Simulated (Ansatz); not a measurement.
## One site varied: zinc blende compounds of Ga

Screening note. All rows share the structure (zinc blende) and keep Ga fixed, while the element on the remaining site is varied. Ratios to the reference expose how stiffness follows bond length.

The reference row is GaSb.

**Data**

Where the numbers come from (Ansatz, a plane-wave PAW program): bond length, volume per atom: r²SCAN, relaxed cell; bulk modulus, shear modulus: r²SCAN, elastic tensor, Hill average; gap: r²SCAN.

Working rules: ln(d/d_ref), a natural logarithm; ln(K/K_ref), a natural logarithm; relative value = row/reference.

```
crystal                        shortest bond (Å)  V (Å³/atom)  K (GPa)  G (GPa)  gap (eV)  ln(d/d_ref)  ln(K/K_ref)  K (relative)
-----------------------------  -----------------  -----------  -------  -------  --------  -----------  -----------  ------------
GaN (zinc blende)                          1.948        11.37      197      113      2.17       −0.310        1.302          3.68
GaP (zinc blende)                          2.361        20.25     87.8     57.9      1.84       −0.117        0.494          1.64
GaAs (zinc blende)                         2.454        22.74     72.4     47.8      0.96       −0.079        0.301          1.35
GaSb (zinc blende), reference              2.655        28.81     53.6     34.8      0.42        0.000        0.000          1.00
```

Runs started from generated or typed cells of the structure named: GaN; GaP; GaAs; GaSb. Spin–orbit coupling is left out unless named; in separate runs it moves the gap by GaAs −0.10 eV (r²SCAN), GaSb −0.21 eV (r²SCAN); it moves the gap of GaN, GaP by under 0.05 eV.

**Worked example**

The steps for GaP:

- ln(d/d_ref): ln(2.361/2.655) = −0.117
- ln(K/K_ref): ln(87.8/53.6) = 0.494
- relative bulk modulus: 87.8/53.6 = 1.64

**Result**

By relative bulk modulus (highest first): GaN (3.68 ± 0.18), GaP (1.64 ± 0.082), GaAs (1.35 ± 0.068), GaSb (1.00 ± 0.050). The ± follows from allowances picked for this note (bulk modulus 5 %), carried to first order and added in quadrature, each row's own inputs moving alone; ≈ joins neighbours closer than their two ± added in quadrature.

**Caveats**

Members need not be the stable phase of their formula. Rows are a sample of the computed members of this series, without regard to agreement with measurement. Limits of the draw: no layered crystals, gaps over 0.2 eV where gaps are compared; for moduli and speeds, an anisotropy index under 2.5, no layered crystals. As a rule kept out of such tables: 4f compounds, open-shell compounds run without a Hubbard term, cells found unstable in the tests at hand, cells close to a higher symmetry, and runs set to a pressure or over 12 % in volume from the crystal's fullest run.
